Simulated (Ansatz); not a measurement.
Data:

Relaxed Ga$_{2}$Cu (space group P4/mmm):

```
Ga2Cu
1.0
    5.54212     0.00000     0.00000
    2.77106     2.77106     0.00000
    0.00000     0.00000     5.66530
Ga Cu
4 2
Cartesian
  1.38553   1.38553   1.60502
  4.15659   1.38553   1.60502
  1.38553   1.38553   4.06028
  4.15659   1.38553   4.06028
  0.00000   0.00000   0.00000
  2.77106   0.00000   0.00000
```

A phonon eigenvector at M = (0.5, 0.5, 0.0) is frozen into this cell: atom i moves by Q times the vector below, so Q is the largest atomic displacement, in Å. The cell is held. It is one choice among 2 degenerate patterns. (q is in reciprocal vectors of the primitive cell; the cell shown is doubled to hold the pattern.)

```
atom      x       y      z
----  -----  ------  -----
Ga1   0.000   1.000  0.000
Ga2   0.000  -1.000  0.000
Ga3   0.000  -1.000  0.000
Ga4   0.000   1.000  0.000
```

Atoms not listed stay in place.

Computed with LDA (plane waves to 420 eV, PAW, scalar-relativistic; Ansatz, a first-principles code). k mesh 17×17×8 (Γ-centred), Fermi-Dirac smearing 0.05 eV. The energy includes the smearing's −TS. With partly filled bands, energies and forces of such displacements shift with the k mesh and the smearing. Ga2Cu is run without spin polarisation. Ga2Cu was relaxed with its symmetry unable to fall. ΔE is measured from the undisplaced structure.

The scan covers Q from -0.100 to 0.100 Å in 13 points.

Q: Is this a single well or a double well?

A: A single well with its minimum at or next to zero displacement.

Q: Which space group does the distorted structure have?

A: Cmme (No. 67), lowered from P4/mmm.

Q: What is the energy change at Q = 0.100 Å?

A: 133 meV/cell.

Q: What harmonic wavenumber does the curvature at Q = 0 give?

A: 157 cm⁻¹.

(A displaced cell: forces are minus the slopes of the energy, force constants its curvatures, and phonons follow from these.)
